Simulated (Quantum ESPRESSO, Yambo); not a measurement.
# SrHI monolayer: DFT and GW levels

```
SrHI
1.0
    4.21304     0.00000     0.00000
    0.00000     4.21304     0.00000
    0.00000     0.00000    20.50000
H Sr I
2 2 2
Direct
  0.00000   0.50000   0.00000
  0.50000   0.00000   0.00000
  0.00000   0.00000   0.06311
  0.50000   0.50000   0.93689
  0.50000   0.50000   0.13771
  0.00000   0.00000   0.86229
```

The layer was cut from Materials Project entry mp-24205 and relaxed with PBEsol in a cell 20.5 Å high, with the Coulomb interaction truncated along z.

Starting point: norm-conserving PBEsol (Quantum ESPRESSO, 72 Ry, with spin-orbit coupling). G0W0 in Yambo: 4×4×1 Γ-centred k mesh, 208 bands and a 5 Ry block in the screening, 208 bands in G with the Bruneval-Gonze terminator, plasmon pole fitted at 27.2 eV, slab-truncated Coulomb interaction, stochastic integration of W near q = 0.

```json
{
 "PBEsol gap along the band path": "3.62 eV",
 "PBEsol gap between the mesh's edge points ((0, 0.25) → Γ)": "3.65 eV",
 "G0W0 gap between the same points": "6.18 eV",
 "PBEsol smallest direct gap on the mesh (at Γ)": "3.71 eV",
 "G0W0 direct gap at that point": "6.26 eV"
}
```

```csv
k point,band,E PBEsol (eV),E QP (eV),shift (eV),Z
Γ,VB−2,-0.21,-1.34,-1.13,0.82
Γ,VB−1,-0.05,-1.24,-1.19,0.82
Γ,VB,-0.05,-1.24,-1.19,0.82
Γ,CB,3.65,5.02,1.37,0.84
Γ,CB+1,3.65,5.02,1.37,0.84
"(0, 0.25)",VB,0.00,-1.16,-1.16,0.81
"(0, 0.25)",CB,4.19,5.60,1.41,0.84
X,VB,-0.30,-1.44,-1.14,0.81
X,CB,4.36,5.75,1.39,0.84
M,VB,-1.00,-2.26,-1.26,0.80
M,CB,3.98,5.19,1.21,0.84
```

Energies count from the PBEsol valence-band maximum.

Nearest settings tried, and what they do to the gap: 138 bands in W, 138 bands in G: +61 meV; 3 Ry block (209 vectors against 443): -115 meV. Not varied: mesh, cell height. So the settings aren't converged at that level.

This is a model layer cut from the bulk structure; whether it is stable on its own was not checked.
